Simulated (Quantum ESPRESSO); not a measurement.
In2GaAlP4, finding a planted mistake in a log

Simulated, not a measurement. The program is pw.x of Quantum ESPRESSO 7.5 (plane-wave density functional theory). The cell is made up: 8 atoms on a zincblende/diamond lattice, with randomly drawn elements, strain and displacements, not relaxed. PseudoDojo standard norm-conserving files (v0.5 for PBE, v0.4.1 for LDA and PBEsol) set the functional; there is no spin polarisation, spin-orbit coupling or dispersion term, and the masses in the input are unused placeholders.

Intended input:

```
&control calculation='scf', pseudo_dir='./dojo.nc.sr.pbe.v0_5.standard.upf', outdir='./o', disk_io='low', tprnfor=.true., tstress=.true. /
&system ibrav=0, nat=8, ntyp=4, nbnd=37, ecutwfc=79.96652505, nosym=.true., tot_charge=0,
 occupations='smearing', smearing='fd', degauss=0.0018374661
/
&electrons conv_thr=7.350e-09, electron_maxstep=60, /
ATOMIC_SPECIES
Al 1.0 Al.upf
Ga 1.0 Ga.upf
In 1.0 In.upf
P 1.0 P.upf
CELL_PARAMETERS angstrom
5.7025 0.0114 -0.0114
0.0114 5.6219 -0.0162
-0.0114 -0.0162 5.7523
ATOMIC_POSITIONS angstrom
In -0.0109 -0.0374 0.0464
Ga 0.017 2.7489 2.8435
Al 2.8475 0.0216 2.8471
In 2.9035 2.8192 -0.0071
P 1.4363 1.3969 1.4585
P 1.398 4.221 4.3303
P 4.2781 1.3884 4.3316
P 4.2449 4.2218 1.362
K_POINTS automatic
4 4 4 1 1 1
```

The log is shortened where brackets say so; the opening notice, blank lines, dates and the lines on written files are dropped, and the path of the files is cut. It prints rydbergs, bohrs and kilobars, and counts compression as positive stress.

Log of the intended run:

```
     Program PWSCF v.7.5
     Parallel version (MPI & OpenMP), running on       4 processor cores
     Number of MPI processes:                 4
     Threads/MPI process:                     1
     [start-up lines left out]
     bravais-lattice index     =            0
     lattice parameter (alat)  =      10.7762  a.u.
     unit-cell volume          =    1244.4560 (a.u.)^3
     number of atoms/cell      =            8
     number of atomic types    =            4
     number of electrons       =        62.00
     number of Kohn-Sham states=           37
     kinetic-energy cutoff     =      79.9665  Ry
     charge density cutoff     =     319.8661  Ry
     scf convergence threshold =      7.3E-09
     mixing beta               =       0.7000
     number of iterations used =            8  plain     mixing
     Exchange-correlation= PBE
                           (   1   4   3   4   0   0   0)
     [axes and pseudopotential details left out]
   Cartesian axes
     site n.     atom                  positions (alat units)
         1        In     tau(   1) = (  -0.0019114  -0.0065585   0.0081367  )
         2        Ga     tau(   2) = (   0.0029811   0.4820498   0.4986390  )
         3        Al     tau(   3) = (   0.4993404   0.0037878   0.4992703  )
         4        In     tau(   4) = (   0.5091606   0.4943777  -0.0012451  )
         5        P      tau(   5) = (   0.2518710   0.2449618   0.2557640  )
         6        P      tau(   6) = (   0.2451547   0.7401987   0.7593657  )
         7        P      tau(   7) = (   0.7502118   0.2434712   0.7595936  )
         8        P      tau(   8) = (   0.7443898   0.7403390   0.2388417  )
     number of k points=    32  Fermi-Dirac smearing, width (Ry)=  0.0018
                       cart. coord. in units 2pi/alat
        k(    1) = (   0.1249958   0.1268980   0.1245234), wk =   0.0625000
        k(    2) = (   0.1254898   0.1276111   0.3723630), wk =   0.0625000
     [further k points left out]
     Dense  grid:   120199 G-vectors     FFT dimensions: (  64,  64,  64)
     Estimated max dynamical RAM per process >     228.38 MB
     Estimated total dynamical RAM >     825.47 MB
     Initial potential from superposition of free atoms
     starting charge      61.9865, renormalised to      62.0000
     Starting wfcs are   47 randomized atomic wfcs
     total cpu time spent up to now is        3.1 secs
     per-process dynamical memory:   163.0 Mb
     Self-consistent Calculation
     iteration #  1     ecut=    79.97 Ry     beta= 0.70
     Davidson diagonalization with overlap
     ethr =  1.00E-02,  avg # of iterations =  4.0
     Threshold (ethr) on eigenvalues was too large:
     Diagonalizing with lowered threshold
     Davidson diagonalization with overlap
     ethr =  5.94E-04,  avg # of iterations =  2.0
     total cpu time spent up to now is       10.9 secs
     total energy              =    -478.83415356 Ry
     estimated scf accuracy    <       0.37956840 Ry
     iteration #  2     ecut=    79.97 Ry     beta= 0.70
     Davidson diagonalization with overlap
     ethr =  6.12E-04,  avg # of iterations =  2.2
     total cpu time spent up to now is       14.9 secs
     total energy              =    -478.93343738 Ry
     estimated scf accuracy    <       0.08686390 Ry
     [iterations 3 to 8 left out]
     iteration #  9     ecut=    79.97 Ry     beta= 0.70
     Davidson diagonalization with overlap
     ethr =  1.03E-10,  avg # of iterations =  5.0
     total cpu time spent up to now is       47.9 secs
     total energy              =    -478.94977144 Ry
     estimated scf accuracy    <       0.00000011 Ry
     iteration # 10     ecut=    79.97 Ry     beta= 0.70
     Davidson diagonalization with overlap
     ethr =  1.03E-10,  avg # of iterations =  2.0
     total cpu time spent up to now is       51.7 secs
     End of self-consistent calculation
     [lines on levels left out]
!    total energy              =    -478.94977146 Ry
     estimated scf accuracy    <          3.9E-09 Ry
     smearing contrib. (-TS)   =      -0.00000000 Ry
     internal energy E=F+TS    =    -478.94977146 Ry
     The total energy is F=E-TS. E is the sum of the following terms:
     one-electron contribution =    -203.03866684 Ry
     hartree contribution      =     142.13752474 Ry
     xc contribution           =    -140.72861974 Ry
     ewald contribution        =    -277.32000963 Ry
     convergence has been achieved in  10 iterations
     Forces acting on atoms (cartesian axes, Ry/au):
     atom    1 type  3   force =     0.00730073    0.01822650   -0.00746134
     atom    2 type  2   force =    -0.00894883    0.01770541    0.01488872
     atom    3 type  1   force =    -0.00182750   -0.01207961    0.01859524
     atom    4 type  3   force =    -0.04014097   -0.01267739   -0.01735624
     atom    5 type  4   force =     0.00683620    0.00205190    0.04035656
     atom    6 type  4   force =     0.01946298   -0.01124083   -0.07827453
     atom    7 type  4   force =     0.00464905   -0.00891718   -0.07680525
     atom    8 type  4   force =     0.01266835    0.00693121    0.10605685
     Total force =     0.171444     Total SCF correction =     0.000121
     Computing stress (Cartesian axis) and pressure
          total   stress  (Ry/bohr**3)                   (kbar)     P=       29.57
   0.00020553  -0.00000273  -0.00000551           30.23       -0.40       -0.81
  -0.00000273   0.00025217   0.00008626           -0.40       37.09       12.69
  -0.00000551   0.00008626   0.00014528           -0.81       12.69       21.37
     init_run     :      2.89s CPU      2.98s WALL (       1 calls)
     electrons    :     48.41s CPU     48.63s WALL (       1 calls)
     forces       :      0.71s CPU      0.73s WALL (       1 calls)
     stress       :      2.33s CPU      2.41s WALL (       1 calls)
     [timing details left out]
     PWSCF        :     54.43s CPU     54.87s WALL
     JOB DONE.
```

A second run was made from an input with one planted mistake. Its log:

```
     Program PWSCF v.7.5
     Parallel version (MPI & OpenMP), running on       4 processor cores
     Number of MPI processes:                 4
     Threads/MPI process:                     1
     [start-up lines left out]
     bravais-lattice index     =            0
     lattice parameter (alat)  =      10.7762  a.u.
     unit-cell volume          =    1244.4560 (a.u.)^3
     number of atoms/cell      =            8
     number of atomic types    =            4
     number of electrons       =        62.00
     number of Kohn-Sham states=           37
     kinetic-energy cutoff     =      79.9665  Ry
     charge density cutoff     =     319.8661  Ry
     scf convergence threshold =      7.3E-09
     mixing beta               =       0.7000
     number of iterations used =            8  plain     mixing
     Exchange-correlation= PBE
                           (   1   4   3   4   0   0   0)
     [axes and pseudopotential details left out]
   Cartesian axes
     site n.     atom                  positions (alat units)
         1        In     tau(   1) = (  -0.0019114  -0.0065585   0.0081367  )
         2        Ga     tau(   2) = (   0.0029811   0.4820498   0.4986390  )
         3        Al     tau(   3) = (   0.4993404   0.0037878   0.4992703  )
         4        In     tau(   4) = (   0.5091606   0.4943777  -0.0012451  )
         5        P      tau(   5) = (   0.2518710   0.2449618   0.2557640  )
         6        P      tau(   6) = (   0.2451547   0.7401987   0.7593657  )
         7        P      tau(   7) = (   0.7502118   0.2434712   0.7595936  )
         8        P      tau(   8) = (   0.7443898   0.7403390   0.2388417  )
     number of k points=     1  Fermi-Dirac smearing, width (Ry)=  0.0018
                       cart. coord. in units 2pi/alat
        k(    1) = (  -0.4999830  -0.5075919  -0.4980937), wk =   2.0000000
     Dense  grid:   120199 G-vectors     FFT dimensions: (  64,  64,  64)
     Estimated max dynamical RAM per process >     160.50 MB
     Estimated total dynamical RAM >     553.97 MB
     Initial potential from superposition of free atoms
     starting charge      61.9865, renormalised to      62.0000
     Starting wfcs are   47 randomized atomic wfcs
     total cpu time spent up to now is        1.6 secs
     per-process dynamical memory:   102.0 Mb
     Self-consistent Calculation
     iteration #  1     ecut=    79.97 Ry     beta= 0.70
     Davidson diagonalization with overlap
     ethr =  1.00E-02,  avg # of iterations =  4.0
     total cpu time spent up to now is        2.1 secs
     total energy              =    -478.14383046 Ry
     estimated scf accuracy    <       0.68045182 Ry
     iteration #  2     ecut=    79.97 Ry     beta= 0.70
     Davidson diagonalization with overlap
     ethr =  1.10E-03,  avg # of iterations =  3.0
     total cpu time spent up to now is        2.7 secs
     total energy              =    -478.34593040 Ry
     estimated scf accuracy    <       0.16579179 Ry
     [iterations 3 to 9 left out]
     iteration # 10     ecut=    79.97 Ry     beta= 0.70
     Davidson diagonalization with overlap
     ethr =  2.66E-10,  avg # of iterations =  2.0
     total cpu time spent up to now is        7.5 secs
     total energy              =    -478.37743984 Ry
     estimated scf accuracy    <       0.00000002 Ry
     iteration # 11     ecut=    79.97 Ry     beta= 0.70
     Davidson diagonalization with overlap
     ethr =  3.64E-11,  avg # of iterations =  4.0
     total cpu time spent up to now is        8.1 secs
     End of self-consistent calculation
     [lines on levels left out]
!    total energy              =    -478.37743985 Ry
     estimated scf accuracy    <          3.2E-09 Ry
     smearing contrib. (-TS)   =      -0.00000000 Ry
     internal energy E=F+TS    =    -478.37743985 Ry
     The total energy is F=E-TS. E is the sum of the following terms:
     one-electron contribution =    -202.86422324 Ry
     hartree contribution      =     142.81723270 Ry
     xc contribution           =    -141.01043969 Ry
     ewald contribution        =    -277.32000963 Ry
     convergence has been achieved in  11 iterations
     Forces acting on atoms (cartesian axes, Ry/au):
     atom    1 type  3   force =     0.00397855    0.01726014   -0.01084722
     atom    2 type  2   force =    -0.00690298    0.01510955    0.01879004
     atom    3 type  1   force =    -0.00607900   -0.00913078    0.01816711
     atom    4 type  3   force =    -0.04161261   -0.00881728   -0.01647784
     atom    5 type  4   force =     0.01004876    0.00081247    0.05832446
     atom    6 type  4   force =     0.02070499   -0.01204973   -0.08469101
     atom    7 type  4   force =     0.00822963   -0.01025749   -0.08681177
     atom    8 type  4   force =     0.01163267    0.00707311    0.10354623
     Total force =     0.182915     Total SCF correction =     0.000159
     Computing stress (Cartesian axis) and pressure
          total   stress  (Ry/bohr**3)                   (kbar)     P=       75.68
   0.00052086  -0.00000294  -0.00000563           76.62       -0.43       -0.83
  -0.00000294   0.00054175   0.00009444           -0.43       79.69       13.89
  -0.00000563   0.00009444   0.00048080           -0.83       13.89       70.73
     init_run     :      1.46s CPU      1.50s WALL (       1 calls)
     electrons    :      6.51s CPU      6.54s WALL (       1 calls)
     forces       :      0.20s CPU      0.21s WALL (       1 calls)
     stress       :      0.39s CPU      0.41s WALL (       1 calls)
     [timing details left out]
     PWSCF        :      8.63s CPU      8.75s WALL
     JOB DONE.
```

Question: what was wrong in the second input?

Answer: the k-point mesh is too coarse. The input lines that differ, file-writing options aside:

```
- 4 4 4 1 1 1
+ 1 1 1 1 1 1
```

|  | intended run | run with the mistake |
| --- | --- | --- |
| free energy (eV) | -6516.444 | -6508.657 |
| smearing term -TS (eV) | 0.0000 | 0.0000 |
| pressure (GPa) | 2.96 | 7.57 |
| largest force component (eV/Å) | 2.727 | 2.662 |
| largest change of a force component (eV/Å) |  | 0.462 |
| iterations | 10 | 11 |

For scale, a rerun of the intended cell at 1377 eV and a 6 x 6 x 6 mesh moved values by no more than 0.008 eV in energy, 0.02 GPa in stress and 0.002 eV/Å in force.